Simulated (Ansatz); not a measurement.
YB6 (Pm-3m)

The calculation used DFT r2SCAN, scalar-relativistic, plane waves, PAW in Ansatz 0.2.0.

Settings: cutoff 500 eV, Γ-centred mesh 10×10×10 on the computed 7-atom cell, Gaussian smearing of 0.10 eV; no spin polarisation.

The structure is relaxed at this level of theory with its symmetry kept. Whether it is the stable form of this composition wasn't checked.

```
Y B
1.0
     4.08915    0.00000    0.00000
     0.00000    4.08915    0.00000
     0.00000    0.00000    4.08915
Y B
1 6
Direct
  0.00000 0.00000 0.00000
  0.19894 0.50000 0.50000
  0.50000 0.19894 0.50000
  0.80106 0.50000 0.50000
  0.50000 0.80106 0.50000
  0.50000 0.50000 0.19894
  0.50000 0.50000 0.80106
```

Problem. Density of states at the Fermi level?

Solution. 0.78 states/eV per cell.

Problem. Löwdin character within 0.5 eV of the Fermi level?

Solution. Y 4d 50 %, B 2p 45 %.

Problem. Bulk modulus?

Solution. 179 GPa.

Problem. Its pressure derivative?

Solution. 3.6.

Problem. Bader charges (e)?

Solution. Y (1 in the cell) 1.93, B (6 in the cell) -0.32.

Cost: 9 runs of about 6.9 core-minutes in all, on Arm Neoverse V1 (shared hosts).